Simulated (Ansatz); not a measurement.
A relaxed cell of CuSn3 is given with its symmetry left out. The cell was found from a structure generator's guess, not taken from experiment.

All numbers below come from Ansatz, DFT PBE, scalar-relativistic, plane waves, PAW. Cutoff 420 eV, Γ-centred mesh, Gaussian smearing, no spin polarisation.

```
Cu Sn
1.0
     0.00000    3.63317    3.63317
     3.63317    0.00000    3.63317
     3.63317    3.63317    0.00000
Cu Sn
1 3
Cartesian
  0.0000 0.0000 0.0000
  3.6332 3.6332 3.6332
  1.8166 1.8166 1.8166
  5.4498 5.4498 5.4498
```

The zero of energy is the elements' standard structures at the same level; no fitted shifts are applied. The references include grey tin.

Task: Find its symmetry and describe it.

Result: Fm-3m (No. 225), the BiF3 (D0_3) type. Conventional cell: a = 7.266 Å. Cu is surrounded by 8 Sn at 3.15 Å and 6 Sn at 3.63 Å; Sn on a site of symmetry m-3m is surrounded by 8 Sn at 3.15 Å and 6 Cu at 3.63 Å; Sn on a site of symmetry -43m has 4 Cu at 3.15 Å, 4 Sn at 3.15 Å and 6 Sn at 3.63 Å.

Task: How far does it lie from the elements in energy?

Result: +0.26 eV/atom. The separate elements lie lower, so it is unstable against them.

Task: Is it a metal?

Result: Yes, bands cross the Fermi level on the 12×12×12 mesh.

The last run used a 12×12×12 mesh for its 4-atom cell and Gaussian smearing of 0.10 eV. Symmetry constrained the relaxation, so the result can be a saddle point. Another cell of CuSn3 relaxed alike, in P6_3/mmc (a Materials Project cell), lies 126 meV/atom lower, so this cell isn't the stable form at this level.
